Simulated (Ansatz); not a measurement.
## SrTiO$_{3}$: do energies and stresses tell the same story?

Computed with DFT PBE+U, scalar-relativistic, plane waves, PAW (Ansatz).

Plane waves to 420 eV, a k mesh through Γ of 8×8×8 on the computed 5-atom cell and Gaussian smearing (0.02 eV); U_eff Ti 4.00 eV on the d shells (Löwdin-orthogonalised atomic orbitals); no spin polarisation.

Relaxed cell: Pm-3m, a = 3.947 Å, b = 3.947 Å, c = 3.947 Å, α = 90.00°, β = 90.00°, γ = 90.00°, 5 atoms in the primitive cell. Whether it is the stable form of this composition wasn't checked.

Energies at zero smearing and pressures from the stress tensor, at volumes with shape and atoms relaxed:
```csv
V (Å³/atom),E − E(first) (meV/atom),P (GPa)
10.823,0.00,28.42
11.192,-54.94,19.50
11.561,-90.89,11.93
11.930,-110.73,5.49
12.299,-116.90,0.01
12.668,-111.44,-4.66
13.037,-96.04,-8.63
13.529,-62.56,-13.02
```

Problem. Check P = −dE/dV between neighbouring volumes, and get the bulk modulus from the pressures alone.

Solution. With 1 eV/Å³ = 160.2 GPa:
```json
{"middle V (Å³/atom)": "11.008", "−ΔE/ΔV (GPa)": "23.856", "mean P (GPa)": "23.960"}
{"middle V (Å³/atom)": "11.376", "−ΔE/ΔV (GPa)": "15.610", "mean P (GPa)": "15.718"}
{"middle V (Å³/atom)": "11.745", "−ΔE/ΔV (GPa)": "8.618", "mean P (GPa)": "8.713"}
{"middle V (Å³/atom)": "12.114", "−ΔE/ΔV (GPa)": "2.678", "mean P (GPa)": "2.753"}
{"middle V (Å³/atom)": "12.483", "−ΔE/ΔV (GPa)": "-2.372", "mean P (GPa)": "-2.322"}
{"middle V (Å³/atom)": "12.852", "−ΔE/ΔV (GPa)": "-6.685", "mean P (GPa)": "-6.643"}
{"middle V (Å³/atom)": "13.283", "−ΔE/ΔV (GPa)": "-10.904", "mean P (GPa)": "-10.826"}
```

The two differ by 0.11 GPa at most. The mean of two end pressures misses the average over a step by about ΔV² P″/12, up to 0.12 GPa here; with that taken off 0.02 GPa remains. Around V = 12.299 Å³/atom, the two neighbours give B = −V ΔP/ΔV = 12.299 × 10.15 / 0.738 = 169.2 GPa, against B0 = 168.1 GPa from the Birch–Murnaghan fit of the energies.

A ferromagnetic start lost its moments in a first run, so spin was left out; other magnetic orders weren't tried.

Symmetry holds off the tilts and polar distortions that many cubic perovskites undergo.

Cost: 9 runs of about 2.1 core-minutes in all, on Intel Xeon Platinum 8375C (Ice Lake) (shared hosts).